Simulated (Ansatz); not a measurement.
ZnS (zinc blende, F-43m), plane-wave PAW r²SCAN (Ansatz code): ε∞ = 5.43, cell volume 39.13 Å³. Infrared-active transverse modes:

| ω_TO (cm⁻¹) | oscillator strength S_xx (e²/amu) |
|---|---|
| 273.3 | 0.1837 |

Problem. Compute the static dielectric constant.

Solution. Each mode adds (4.921e7/V) S/ω²: 3.09. So ε0 = 8.52.

Problem. What LO frequency does the Lyddane–Sachs–Teller relation give?

Solution. ω_LO = ω_TO √(ε0/ε∞) = 342 cm⁻¹.

The r²SCAN relaxation kept the symmetry of its start; phonons on a q-mesh show no instability.

Potentials: the later of the program's two PAW sets.
